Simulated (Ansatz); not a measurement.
**V3Sb, a strained cell with displaced atoms**

```yaml
crystal:
  lattice:
    - [5.08210, 0.01214, 0.02630]
    - [0.01214, 5.03591, -0.02419]
    - [0.02630, -0.02419, 5.07631]
  atoms:
    - { symbol: Sb, position: [0.99792, 0.00123, 0.99829] }
    - { symbol: Sb, position: [0.51931, 0.50571, 0.50767] }
    - { symbol: V, position: [0.23056, 0.99344, 0.50501] }
    - { symbol: V, position: [0.53238, 0.74349, 0.00735] }
    - { symbol: V, position: [0.73444, 0.98463, 0.51790] }
    - { symbol: V, position: [0.48305, 0.26912, 0.97717] }
    - { symbol: V, position: [0.02917, 0.49044, 0.77815] }
    - { symbol: V, position: [0.01392, 0.51670, 0.23470] }
```

Level: m-r2SCAN, no spin polarisation; 500 eV; 4×4×4 (shifted by 0, 0.5, 0.5 steps) mesh; methfessel-paxton occupations (width 0.1966 eV); Ansatz 0.2.0, fixed geometry.

- Charges: Bader charges in e: V +0.40 to +0.47, Sb -1.32. In the mean V gives up most and Sb takes most.
- Stress: The pressure is -11.8 GPa (compression positive), so with the atoms held at these fractions the cell would first shrink; the forces are large, so a full relaxation may end otherwise. The principal stresses -15.3, -12.8, -7.2 GPa differ, so its shape would change too.
- Forces: The largest is on V6: 1.35 eV/Å, components (0.42, -0.68, 1.08). It makes 115° with the line to a nearest neighbour, V4 at 2.41 Å.
- Electronic structure: It is a metal on this mesh, though the bands barely overlap, with about 5.1 states/eV a cell as the mean within 0.25 eV of the Fermi level, mostly V d (91 %).
- Contacts: V–V at 2.32 Å: least valence density 0.55 e/Å³ and ELF 0.35 there. Sb–V at 2.65 Å: least valence density 0.31 e/Å³ and ELF 0.21 there. Both are smooth PAW fields, read partly inside the augmentation spheres.

Origin: a strained cell with displaced atoms, so it need not be a known compound. Caveats: no spin polarisation, so a magnetic state may lie lower; the k mesh is coarse if the cell is a metal; wide smearing; m-r2SCAN is r2SCAN with a changed spin dependence that lowers moments.
